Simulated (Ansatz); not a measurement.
Here is the system:

CrB₄:
Space group Pnnm (No. 58); a = 4.704 Å, b = 5.445 Å, c = 2.847 Å, α = β = γ = 90.00°

```tsv
atom	site	symmetry	x	y	z
Cr	2a	..2/m	0.0000	0.0000	0.0000
B	4g	..m	0.1632	0.6316	0.0000
B	4g	..m	0.2257	0.3196	0.0000
```

This is the r²SCAN-relaxed structure.

Q: All from r²SCAN in the plane-wave PAW code Ansatz, unless another level is named. Give the Hill bulk and shear moduli.

A: 280 and 280 GPa.

Q: Predict the highest zone-centre frequency.

A: 948 cm⁻¹.

The first step of the workflow began from a Materials Project structure, measured or hypothetical; the Crystallography Open Database copy checked does not list it. COD files the formula under space group No. 71. Its standing as an ambient phase is unchecked. Symmetry was held in the r²SCAN relaxation; whether a distortion lowers the energy is not shown. The run is not spin-polarised. As this level gives no gap, shear constants depend on the k-mesh and smearing (Fermi–Dirac, 0.1 eV here). As this level gives no gap, phonon frequencies hold no LO–TO term and depend on the k-mesh and smearing (Fermi–Dirac, 0.1 eV here).

Potentials: the later of the program's two PAW sets.
